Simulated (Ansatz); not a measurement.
Input and command of a plane-wave DFT calculation in Ansatz:

```yaml
crystal:
  lattice:
    - [3.2805195244, 3.2805195244, -3.2805195244]
    - [3.2805195244, -3.2805195244, 3.2805195244]
    - [-3.2805195244, -3.2805195244, -3.2805195244]
  atoms:
    - { symbol: Ta, position: [-0.0243863813, -0.0243863813, 0.5] }
    - { symbol: Ta, position: [0.5, 0.0, 0.5] }
    - { symbol: Ta, position: [0.0, 0.5, 0.5] }
    - { symbol: Ta, position: [0.5, 0.5, 0.5] }
    - { symbol: Ta, position: [0.0, 0.0, 0.0] }
    - { symbol: Ta, position: [0.5, 0.0, 0.0] }
    - { symbol: Ta, position: [0.0, 0.5, 0.0] }
    - { symbol: Ta, position: [0.5, 0.5, 0.0] }
basis:
  ecutwfc: 420
kpoints:
  mp_grid: { grid: [14, 14, 14] }
hamiltonian:
  xc: pbesol
scf:
  occupations: { method: gaussian, width: 0.15 }
output:
  forces: true
  stress: true
  eigenvalues: true
```

```bash
ansatz run input.yaml --threads 1 --pin off --max-ram 2560MiB --backend cpu --events-out ev --progress --plain --runs-dir out
```

Processor: Intel(R) Xeon(R) Platinum 8259CL CPU @ 2.50GHz (Skylake/Cascade Lake), 1 thread, on a host shared with other jobs.

Question: How long does it run, and how much memory does it take?

Answer: About 3 min on 1 thread of Intel(R) Xeon(R) Platinum 8259CL CPU @ 2.50GHz (Skylake/Cascade Lake) (shared host), peak memory 1.5 GiB. It solves 63 bands at 244 k points (the mesh reduced by symmetry) with about 2779 plane waves, in 6 SCF iterations.
